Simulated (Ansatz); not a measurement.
## Li: eigenvalues along the path

```
CELL_PARAMETERS angstrom
0.00000 2.20200 2.20200
2.20200 0.00000 2.20200
2.20200 2.20200 0.00000
ATOMIC_POSITIONS crystal
Li 0.00000 0.00000 0.00000
```

The cell is COD entry 9008473, as deposited and not checked against the literature; nothing was relaxed.

The calculation used Ansatz 0.2.0, DFT, LDA, all-electron LAPW, scalar-relativistic.

The runs use a Γ-centred 16×16×16 k mesh, Fermi–Dirac smearing of 0.05 eV, basis error target 0.5 meV/atom, no spin polarisation.

Path points, in fractions of the reciprocal vectors: Γ (0.000, 0.000, 0.000), X (0.500, 0.000, 0.500), U (0.625, 0.250, 0.625), K (0.375, 0.375, 0.750), L (0.500, 0.500, 0.500), W (0.500, 0.250, 0.750). Levels in eV from the Fermi level; bands 2 to 4, counted from the lowest band of the run. The gap is zero.

```
# k(1/Å) point b2 b3 b4
0.000 Γ -3.43 13.61 13.61
0.102 - -3.40 13.40 13.40
0.204 - -3.31 12.88 12.88
0.306 - -3.16 12.25 12.25
0.408 - -2.95 11.59 11.59
0.510 - -2.69 10.95 10.95
0.611 - -2.36 10.36 10.36
0.713 - -1.97 9.83 9.83
0.815 - -1.52 9.37 9.37
0.917 - -1.02 8.92 8.97
1.019 - -0.46 7.71 8.64
1.121 - 0.13 6.60 8.38
1.223 - 0.73 5.62 8.19
1.325 - 1.25 4.88 8.08
1.427 X 1.48 4.58 8.05
1.463 - 1.48 4.58 7.99
1.499 - 1.50 4.57 7.82
1.535 - 1.52 4.56 7.60
1.571 - 1.55 4.54 7.35
1.607 - 1.60 4.50 7.09
1.643 - 1.65 4.45 6.84
1.679 - 1.71 4.37 6.62
1.715 - 1.79 4.26 6.43
1.751 - 1.87 4.12 6.29
1.787 - 1.96 3.94 6.20
1.823 - 2.06 3.73 6.14
1.859 - 2.17 3.49 6.12
1.895 - 2.29 3.24 6.13
1.931 U 2.42 2.97 6.17
1.994 - 2.45 2.89 6.18
2.056 - 2.40 2.92 6.16
2.118 - 2.31 3.01 6.12
2.181 - 2.23 3.11 6.07
2.243 - 2.17 3.19 6.02
2.306 - 2.13 3.25 5.99
2.368 - 2.12 3.27 5.98
2.430 - 2.13 3.25 5.99
2.493 - 2.17 3.19 6.02
2.555 - 2.23 3.11 6.07
2.618 - 2.31 3.01 6.12
2.680 - 2.40 2.92 6.16
2.742 - 2.45 2.89 6.18
2.805 K 2.42 2.97 6.17
2.913 - 2.16 2.87 6.38
3.021 - 1.36 3.41 6.69
3.129 - 0.60 4.03 7.08
3.237 - -0.10 4.73 7.53
3.345 - -0.73 5.52 8.04
3.453 - -1.30 6.39 8.60
3.561 - -1.80 7.33 9.20
3.669 - -2.23 8.35 9.86
3.778 - -2.60 9.42 10.55
3.886 - -2.90 10.53 11.28
3.994 - -3.13 11.64 12.03
4.102 - -3.29 12.64 12.76
4.210 - -3.39 13.36 13.36
4.318 Γ -3.43 13.61 13.61
4.406 - -3.40 13.37 13.56
4.495 - -3.34 12.73 13.43
4.583 - -3.23 11.82 13.24
4.671 - -3.07 10.79 13.03
4.759 - -2.87 9.73 12.82
4.848 - -2.63 8.68 12.63
4.936 - -2.35 7.66 12.46
5.024 - -2.02 6.68 12.32
5.112 - -1.66 5.76 12.20
5.201 - -1.26 4.90 12.12
5.289 - -0.85 4.13 12.06
5.377 - -0.45 3.46 12.02
5.465 - -0.12 2.98 11.99
5.554 L 0.01 2.79 11.99
5.626 - 0.03 2.80 11.89
5.698 - 0.09 2.82 11.63
5.770 - 0.19 2.85 11.21
5.842 - 0.32 2.89 10.61
5.914 - 0.49 2.93 9.91
5.986 - 0.71 2.99 9.17
6.058 - 0.96 3.05 8.43
6.130 - 1.24 3.11 7.70
6.202 - 1.57 3.18 6.99
6.274 - 1.93 3.24 6.31
6.346 - 2.32 3.29 5.66
6.418 - 2.73 3.33 5.07
6.490 - 3.14 3.36 4.55
6.562 W 3.37 3.37 4.28
6.613 - 3.11 3.64 4.29
6.664 - 2.87 3.94 4.30
6.715 - 2.65 4.26 4.31
6.766 - 2.44 4.34 4.59
6.817 - 2.26 4.36 4.94
6.868 - 2.10 4.39 5.30
6.919 - 1.95 4.42 5.68
6.970 - 1.82 4.46 6.08
7.021 - 1.72 4.49 6.48
7.072 - 1.63 4.52 6.89
7.123 - 1.56 4.54 7.29
7.174 - 1.51 4.56 7.65
7.225 - 1.49 4.58 7.93
7.276 X 1.48 4.58 8.05
```
